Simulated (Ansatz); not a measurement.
## Ta2BeP4: from a guess to a relaxed structure

All numbers below come from Ansatz 0.2.0, DFT PBE, scalar-relativistic, plane waves, PAW. Cutoff 420 eV, Gaussian smearing, Γ-centred meshes. Cell and atoms relax first on a coarse mesh and then on a finer one. In between, the cell is made exact in the group found at 0.06 Å. In metals the finer mesh still leaves noise of several meV/atom or more. The steps can't lower the symmetry of their start. No spin polarisation.

Recipe of this trial structure of Ta2BeP4: ordered mixture with vacancies on the cation sites of caesium chloride (P4/mmm, No. 123) (occupants of the shared sites, in ratio, Be: 1, Ta: 2, vacant: 1). The dimensions are guesses.

```cif
data_structure
_symmetry_space_group_name_H-M 'P4/mmm'
_symmetry_Int_Tables_number 123
_cell_length_a 4.1216
_cell_length_b 4.1216
_cell_length_c 5.8288
_cell_angle_alpha 90.000
_cell_angle_beta 90.000
_cell_angle_gamma 90.000
_cell_volume 99.02
loop_
_atom_site_label
_atom_site_type_symbol
_atom_site_symmetry_multiplicity
_atom_site_Wyckoff_symbol
_atom_site_fract_x
_atom_site_fract_y
_atom_site_fract_z
_atom_site_occupancy
Ta1 Ta 1 c 0.50000 0.50000 0.00000 1
Ta2 Ta 1 b 0.00000 0.00000 0.50000 1
Be1 Be 1 a 0.00000 0.00000 0.00000 1
P1 P 4 i 0.50000 0.00000 0.25000 1
```

Energies over the elements count from the elements' standard structures at the same level, with no fitted energy shifts. The references include black phosphorus.

Question: Which structure results?

Answer: The symmetry stays P4/mmm (No. 123). The volume per atom grows by 2.3 %, from 14.1 to 14.5 Å³. The shortest distance goes from 2.52 Å (Be–P and Ta–P) to 2.60 Å (Ta–Be and P–P). The ratio c/a of the conventional cell changes by a factor of 1.45. The energy falls by about 0.29 eV/atom (the start's value is from the coarse mesh). Conventional cell: a = 3.672 Å, c = 7.511 Å. Around Ta on its first site lie 4 Be at 2.60 Å and 8 P at 2.65 Å; around Ta on its second site lie 8 P at 2.60 Å; Be has 4 Ta at 2.60 Å and 8 P at 2.65 Å; P is surrounded by 4 P at 2.60 Å, 4 Ta at 2.60–2.65 Å and 2 Be at 2.65 Å.

```yaml
crystal:
  lattice:
    - [3.67180, 0.00000, 0.00000]
    - [0.00000, 3.67180, 0.00000]
    - [0.00000, 0.00000, 7.51067]
  atoms:
    - { symbol: Ta, position: [0.50000, 0.50000, 0.00000] }
    - { symbol: Ta, position: [0.00000, 0.00000, 0.50000] }
    - { symbol: Be, position: [0.00000, 0.00000, 0.00000] }
    - { symbol: P, position: [0.50000, 0.00000, 0.25483] }
    - { symbol: P, position: [0.00000, 0.50000, 0.25483] }
    - { symbol: P, position: [0.50000, 0.00000, 0.74517] }
    - { symbol: P, position: [0.00000, 0.50000, 0.74517] }
```

Question: How does it come out in energy, and is it a metal?

Answer:

* Formation energy: −0.06 eV/atom
* Gap on the 10×10×6 mesh of the 7-atom cell: 0 eV (a metal)

It lies below the elements, which doesn't yet make it stable against other compounds or structures.

The last run used Gaussian smearing of 0.10 eV. Spin–orbit coupling, which can matter for Ta, is left out. The reference form of P is held partly by dispersion forces, which this level lacks. Symmetry constrained the relaxation, so the result can be a saddle point. In all, the 4 runs took 2.2 min on 1 thread of Arm Neoverse V2, on a shared host.
